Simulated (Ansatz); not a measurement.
**Notes on Ga$_{2}$O$_{3}$**

```xyz
10
Lattice="2.4782 4.2924 0.0000 -2.4782 4.2924 0.0000 0.0000 -2.8616 4.4616" Properties=species:S:1:pos:R:3 pbc="T T T"
Ga    0.0000    2.8616    0.3029
Ga    0.0000    0.0000    1.9279
Ga    0.0000    2.8616    4.1587
Ga    0.0000    5.7232    2.5336
O    -0.9784    4.2924    3.3462
O    -0.7499    1.2989    3.3462
O     1.7283    2.9935    3.3462
O     0.9784    1.4308    1.1154
O     0.7499    4.4243    1.1154
O    -1.7283    2.7297    1.1154
```

Single point in Ansatz 0.2.0 with PBE, no spin polarisation. Cutoff 420 eV, PAW datasets, 6×6×6 Γ-centred k mesh, gaussian filling (width 0.065 eV).

(1) What is the character of the valence top and the conduction bottom?

(2) Are the atoms at rest?

(3) What is the band gap?

(4) Give the Bader charges.

(5) Describe some of the short contacts.

Origin: a database entry at a rescaled volume. Caveats: atoms or cell far from equilibrium.

## Answers

(1) Within 0.7 eV of the edges, the states project mainly on O p (95 %) below the gap and on Ga s (50 %) and O s (36 %) above it.

(2) Nearly at rest: the largest force is 0.043 eV/Å.

(3) The gap is 3.02 eV, indirect (the least direct gap found is 3.27 eV).

(4) Bader charges in e: Ga +1.92, O -1.28. In the mean Ga gives up most and O takes most.

(5) Ga–O at 1.91 Å: least valence density 0.69 e/Å³ and ELF 0.29 there. Both are smooth PAW fields, read partly inside the augmentation spheres.
